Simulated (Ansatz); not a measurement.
The start is a relaxed HfSiO4 cell shaken by Gaussian noise of σ = 0.08 Å a coordinate. The structure is fully relaxed (lattice and positions, P = 0) with PBE (plane waves to 420 eV, PAW, scalar-relativistic; Ansatz, a program for electronic structure). First-step values are on the input's coarse k-mesh.

Ansatz input (later rounds restart from its end on a renewed k-mesh):
Ansatz 0.2 input:
```yaml
crystal:
  lattice:
    - [-3.322620791, 3.322620791, 3.0071239365]
    - [3.322620791, -3.322620791, 3.0071239365]
    - [3.322620791, 3.322620791, -3.0071239365]
  atoms:
    - { symbol: O, position: [0.1292730497, 0.2826952363, 0.8062985696] }
    - { symbol: O, position: [0.6108556547, 0.9275134897, 0.700173574] }
    - { symbol: O, position: [0.2678278376, 0.9448215257, 0.3314390368] }
    - { symbol: O, position: [0.5124009624, 0.3115603177, 0.1966483617] }
    - { symbol: O, position: [0.6707379718, 0.8598092049, 0.159229451] }
    - { symbol: O, position: [0.0815285211, 0.7486899044, 0.6751703091] }
    - { symbol: O, position: [0.0347448841, 0.3615134059, 0.3073980231] }
    - { symbol: O, position: [0.6727275542, 0.4733272591, 0.7936974488] }
    - { symbol: Si, position: [0.4933572698, 0.459280147, 0.0004894302] }
    - { symbol: Si, position: [0.2661173407, 0.7521872781, 0.5256386005] }
    - { symbol: Hf, position: [0.7462486987, 0.2144985651, 0.4756258278] }
    - { symbol: Hf, position: [0.0077644937, 0.0042766905, -0.0101183604] }
basis: { ecutwfc: 420, ecutrho_ratio: 4, xc_grid: 2, fft_grid_basis: typed }
kpoints: { mp_grid: { grid: [4, 4, 4] } }
hamiltonian:
  xc: pbe
  dispersion: none
  pseudopotentials: { kind: paw }
scf: { occupations: { method: fermi_dirac, width: 0.05 } }
relax: { f_tol: 0.01, max_steps: 100, cell: { stress_tol: 0.02 } }
output: { forces: true, stress: true }
```

How large is the pressure on the unrelaxed cell, and of which sign?

+5.4 GPa (positive: the cell is compressed).

What is the largest force in the starting geometry, and on which atom (counted from 1)?

7.21 eV/Å, on Si9 (atoms numbered as listed).

How much energy is released per atom?

0.17 eV/atom.

Does it find its way back to the structure it was made from?

The parent structure is recovered, I4₁/amd (No. 141).

Is the relaxed structure metallic? Give its gap.

5.33 eV, indirect (valence top at Γ, conduction bottom at k = (0.1667, 0.1667, 0.3333)) (no spin-orbit coupling).

The end point of the relaxation:

Space group I4₁/amd, origin choice 1 (No. 141); a = b = 6.6455 Å, c = 6.0141 Å, α = β = γ = 90.00°

```csv
atom,site,symmetry,x,y,z
O,16h,.m.,0.3158,0.0000,0.0689
Si,4b,-4m2,0.0000,0.0000,0.5000
Hf,4a,-4m2,0.0000,0.0000,0.0000
```
(The calculation used a cell of 12 atoms; values per cell refer to that cell.)

Final values are on a 6×6×6 k-mesh of the relaxed cell. No spin polarisation in the result.

The first start was generated by placing the elements on the sites of a structure type. A measured structure of HfSiO4 has the same space group, I4₁/amd (No. 141); the sites were not compared with it.
